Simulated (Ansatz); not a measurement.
Name crystals whose computed values (LDA in the plane-wave PAW code Ansatz) fall in these windows: G_Hill (GPa) 23 to 28; HSE06 gap (eV) 5.9 to 7.5; electron conductivity mass (mₑ) 0.38 to 0.51.



| crystal | G_Hill (GPa) | HSE06 gap (eV) | electron conductivity mass (mₑ) |
|---|---|---|---|
| CaH2O2, P-3m1 (Ca on 1a, H on 2d, O on 2d) | 25.8 | 6.40 | 0.46 |
Others may fit too.

Standing as an ambient phase not checked: CaH2O2, P-3m1 (Ca on 1a, H on 2d, O on 2d). Weakly bound layers, chains or molecules computed without a dispersion correction, so cells and soft constants are ill determined: CaH2O2, P-3m1 (Ca on 1a, H on 2d, O on 2d). The cell was relaxed under the symmetry of its start.

Potentials: the later of the program's two PAW sets.
